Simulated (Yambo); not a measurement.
Yambo run on BeO (wurtzite, space group P6_3mc, No. 186). The wavefunctions come from this Quantum ESPRESSO step (PBEsol, PseudoDojo standard norm-conserving files, scalar-relativistic):

```
&CONTROL
  calculation = 'nscf'
  pseudo_dir = './pseudo'
  outdir = './out'
/
&SYSTEM
  ibrav = 0
  nat = 4
  ntyp = 2
  ecutwfc = 88.0
  ecutrho = 352.0
  occupations = 'fixed'
  force_symmorphic = .true.
  nbnd = 68
/
&ELECTRONS
  conv_thr = 4e-09
  diago_full_acc = .true.
  diago_thr_init = 1e-08
/
ATOMIC_SPECIES
Be 9.0122 Be.upf
O 15.9990 O.upf
CELL_PARAMETERS angstrom
  2.690894115598   0.000000000000   0.000000000000
 -1.345447057799   2.330382663002   0.000000000000
  0.000000000000   0.000000000000   4.369209545000
ATOMIC_POSITIONS crystal
Be   0.333333333000   0.666666667000   0.999862254100
Be   0.666666666333   0.333333333667   0.499862254100
O   0.333333333000   0.666666667000   0.377637745900
O   0.666666666333   0.333333333667   0.877637745900
K_POINTS automatic
6 6 4 0 0 0
```

Yambo input:

```
rim_cut
gw0
dyson
el_el_corr
HF_and_locXC
ppa
em1d
RandQpts= 1000000
RandGvec= 1 Ry
EXXRLvcs= 88 Ry
VXCRLvcs= 352 Ry
Chimod= "HARTREE"
% BndsRnXp
 3 | 66 |
%
NGsBlkXp= 10 Ry
% LongDrXp
 1.0 | 1.0 | 1.0 |
%
PPAPntXp= 27.2114 eV
% GbndRnge
 1 | 66 |
%
GTermKind= "BG"
DysSolver= "n"
ExtendOut
% QPkrange
 1 | 1 | 10 | 11 |
 3 | 3 | 10 | 11 |
 10 | 10 | 10 | 11 |
 12 | 12 | 10 | 11 |
 19 | 19 | 10 | 11 |
 21 | 21 | 10 | 11 |
%
```

k points by index: 1 = Γ, 3 = A, 10 = M, 12 = L, 19 = K, 21 = H.

Resulting energies as the program prints them:

```
#    K-point    Band    Eo [eV]    E [eV]    E-Eo [eV]    Vxc [eV]    Vnlxc [eV]    Sc|Eo [eV]    Sc|E [eV]    dSc/dw|Eo [eV]    Re(Z)    Im(Z)
#
    1    10    0.000000    -1.551631    -1.551631    -20.50230    -26.15995    3.770604    4.106019    -5.881958    0.822261    -0.850864E-3
    1    11    7.591310    8.809769    1.218459    -13.82375    -8.443399    -3.957615    -4.161891    -4.561770    0.856426    -0.711092E-3
    3    10    -0.545631    -2.180402    -1.634771    -20.07759    -25.91641    3.850236    4.204049    -5.889037    0.822085    -0.862898E-3
    3    11    9.830543    11.33155    1.501003    -14.57806    -8.649080    -4.164139    -4.427977    -4.782831    0.850509    -0.757402E-3
    10    10    -0.944286    -2.597977    -1.653692    -19.77467    -25.71696    3.929051    4.288591    -5.915911    0.821418    -0.874237E-3
    10    11    9.657026    11.10424    1.447213    -12.48079    -6.806164    -3.994593    -4.227411    -4.377383    0.861425    -0.712963E-3
    12    10    -1.749563    -3.517790    -1.768227    -19.09412    -25.21444    3.963632    4.352093    -5.977756    0.819887    -0.896663E-3
    12    11    8.918423    10.29868    1.380257    -11.86028    -6.237717    -4.028287    -4.242311    -4.219219    0.865760    -0.687756E-3
    19    10    -2.433011    -4.308732    -1.875721    -18.62335    -24.98233    4.067036    4.483261    -6.037923    0.818404    -0.927557E-3
    19    11    8.943022    10.24719    1.304166    -10.29860    -4.790465    -4.013255    -4.203972    -3.979108    0.872425    -0.666867E-3
    21    10    -1.294212    -2.996004    -1.701793    -19.47589    -25.48067    3.930902    4.302989    -5.949293    0.820591    -0.883814E-3
    21    11    11.50351    13.13584    1.632329    -13.48658    -7.303166    -4.266416    -4.551087    -4.745323    0.851507    -0.774664E-3
```
(The two width columns are left out.) Convergence of these settings isn't established.

Geometry relaxed with PBEsol.
